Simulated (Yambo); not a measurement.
Yambo run on CuI (wurtzite, space group P6_3mc, No. 186). The wavefunctions are norm-conserving PBEsol (Quantum ESPRESSO, 92 Ry, without SOC) ones on a 3×3×2 mesh (26 occupied bands); a = b = 4.182 Å, c = 6.898 Å, α = β = 90.00°, γ = 120.00°.

Yambo input:

```
rim_cut
gw0
dyson
el_el_corr
HF_and_locXC
ppa
em1d
RandQpts= 1000000
RandGvec= 1 Ry
EXXRLvcs= 92 Ry
VXCRLvcs= 368 Ry
Chimod= "HARTREE"
% BndsRnXp
 9 | 206 |
%
NGsBlkXp= 8 Ry
% LongDrXp
 1.0 | 1.0 | 1.0 |
%
PPAPntXp= 15 eV
% GbndRnge
 1 | 206 |
%
GTermKind= "BG"
DysSolver= "n"
ExtendOut
% QPkrange
 1 | 1 | 26 | 27 |
%
```

k points by index: 1 = Γ.

Table of the .qp output:

```
#    K-point    Band    Eo [eV]    E [eV]    E-Eo [eV]    Vxc [eV]    Vnlxc [eV]    Sc|Eo [eV]    Sc|E [eV]    dSc/dw|Eo [eV]    Re(Z)    Im(Z)
#
    1    26    0.000000    -0.540736    -0.540736    -23.93693    -29.18969    4.520615    4.712023    -9.628702    0.738630    -0.001870
    1    27    1.198071    1.637802    0.439730    -10.23673    -5.744614    -3.942957    -4.052388    -6.769538    0.800781    -0.001548
```
(The two width columns are left out.) Convergence of these settings isn't established.

Geometry relaxed with PBEsol.

This is not the ordinary phase of the substance.
